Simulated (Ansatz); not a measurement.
Notes on SrCl$_{2}$

```
Sr Cl
1.0
     0.00000    3.47442    3.47442
     3.47442    0.00000    3.47442
     3.47442    3.47442    0.00000
Sr Cl
1 2
Direct
  0.00000 0.00000 0.00000
  0.25000 0.25000 0.25000
  0.75000 0.75000 0.75000
```

Level: PBE, no spin polarisation; 420 eV; 6×6×6 Γ-centred mesh; fermi-dirac occupations (width 0.1 eV); Ansatz 0.2.0, fixed geometry.

- Charges: Bader charges in e: Sr +1.62, Cl -0.81. In the mean Sr gives up most and Cl takes most.
- Electronic structure: The gap is 5.39 eV, indirect (the least direct gap found is 5.50 eV).
- Stress: The pressure is 1.5 GPa (compression positive), so with the atoms held at these fractions the cell would first expand.
- Contacts: Sr–Cl at 3.01 Å: least valence density 0.14 e/Å³ and ELF 0.08 there, a closed-shell (ionic or weak) contact. Cl–Cl at 3.47 Å: least valence density 0.07 e/Å³ and ELF 0.05 there, a closed-shell (ionic or weak) contact. Both are smooth PAW fields, read partly inside the augmentation spheres.
- Formation energy: -2.54 eV an atom against the elements' usual phases (free molecules for gases, crystals otherwise, with no correction for O₂ or N₂), so it is bound against them; other compounds may still compete. Relaxing would lower it.

Origin: a database entry at a rescaled volume.
